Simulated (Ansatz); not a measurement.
SiGe (CsCl type, Pm-3m) under volume change, the program Ansatz at the r²SCAN level (PAW), scaled uniformly.

```json
[
 {"V (Å³/atom)": "15.125", "E − E(relaxed) (meV/atom)": "39.4", "P (GPa)": "9.13"},
 {"V (Å³/atom)": "15.623", "E − E(relaxed) (meV/atom)": "16.6", "P (GPa)": "5.62"},
 {"V (Å³/atom)": "16.122", "E − E(relaxed) (meV/atom)": "…", "P (GPa)": "…"},
 {"V (Å³/atom)": "16.621", "E − E(relaxed) (meV/atom)": "0.0", "P (GPa)": "0.00"},
 {"V (Å³/atom)": "17.119", "E − E(relaxed) (meV/atom)": "3.5", "P (GPa)": "-2.18"},
 {"V (Å³/atom)": "17.618", "E − E(relaxed) (meV/atom)": "…", "P (GPa)": "…"},
 {"V (Å³/atom)": "18.116", "E − E(relaxed) (meV/atom)": "27.6", "P (GPa)": "-5.35"}
]
```

**Question.** Fill in the missing entries.

**Answer.** 
- 16.122, E − E(relaxed) (meV/atom): 3.9
- 16.122, P (GPa): 2.61
- 17.618, E − E(relaxed) (meV/atom): 13.1
- 17.618, P (GPa): -3.93

**Question.** What does a third-order Birch–Murnaghan fit give for V₀, B₀ and B′?

**Answer.** V₀ = 16.62 Å³/atom, B₀ = 77.3 GPa, B′ = 4.8.

The cell is a constructed one: a structure type filled with these elements; neither database checked (COD, Materials Project) lists it. Whether it is the stable phase at ambient conditions was not checked. Symmetry was held in the r²SCAN relaxation; its stability against distortions is not shown here.

Potentials: the later of the program's two PAW sets.
